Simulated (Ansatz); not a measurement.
This guess for Rb4SrSn is about to be relaxed.

```
Rb Sr Sn
1.0
     4.70089    0.00000    0.00000
    -2.35045    4.07109    0.00000
     0.00000    0.00000   10.22256
Rb Sr Sn
4 1 1
Direct
  0.33333 0.66667 0.73775
  0.33333 0.66667 0.26225
  0.66667 0.33333 0.73775
  0.66667 0.33333 0.26225
  0.00000 0.00000 0.50000
  0.00000 0.00000 0.00000
```

Level of theory: Ansatz 0.2.0, DFT PBE, scalar-relativistic, plane waves, PAW. Cutoff 420 eV, Gaussian smearing, Γ-centred meshes. Cell and atoms relax first on a coarse mesh and then on a finer one. In between, the cell is made exact in the group found at 0.06 Å. In metals the finer mesh still leaves noise of several meV/atom or more. The steps can't lower the symmetry of their start. No spin polarisation.

A guess keeps its type if space group and coordination stay and the shape of the cell changes little (axis ratios within about 15 %, angles within 6°); the volume may change.

Q: Does it keep its structure type, or change into something else?

A: It doesn't keep its type. The symmetry stays P6/mmm (No. 191). The volume per atom grows by 69.5 %, from 32.6 to 55.3 Å³. The shortest distance goes from 2.71 Å (Rb–Rb) to 3.57 Å (Rb–Rb). The ratio c/a of the conventional cell changes by a factor of 0.51. Counting neighbours within 15 % of an atom's shortest distance, the start has Rb 3, Sn 12, Sr 12 and the end Rb 4, Sn 14, Sr 2. In detail, at the end Rb has 1 Rb at 3.57 Å, 3 Rb at 4.04 Å, 1 Rb at 4.25 Å, 3 Sn at 4.42 Å and 3 Sr at 4.56 Å; Sr has 2 Sn at 3.91 Å and 12 Rb at 4.56 Å; around Sn lie 2 Sr at 3.91 Å and 12 Rb at 4.42 Å.

```cif
data_structure
_symmetry_space_group_name_H-M 'P6/mmm'
_symmetry_Int_Tables_number 191
_cell_length_a 6.9951
_cell_length_b 6.9951
_cell_length_c 7.8261
_cell_angle_alpha 90.000
_cell_angle_beta 90.000
_cell_angle_gamma 120.000
_cell_volume 331.64
loop_
_atom_site_label
_atom_site_type_symbol
_atom_site_symmetry_multiplicity
_atom_site_Wyckoff_symbol
_atom_site_fract_x
_atom_site_fract_y
_atom_site_fract_z
_atom_site_occupancy
Rb1 Rb 4 h 0.33333 0.66667 0.77180 1
Sr1 Sr 1 b 0.00000 0.00000 0.50000 1
Sn1 Sn 1 a 0.00000 0.00000 0.00000 1
```

Energies over the elements count from the elements' standard structures at the same level, with no fitted energy shifts. The references include grey tin.

Q: At what energy does it end?

A: +0.07 eV/atom. It can't be a ground state, since the elements alone are lower.

The last run used a 6×6×6 mesh for its 6-atom cell and Gaussian smearing of 0.10 eV. Symmetry constrained the relaxation, so the result can be a saddle point.
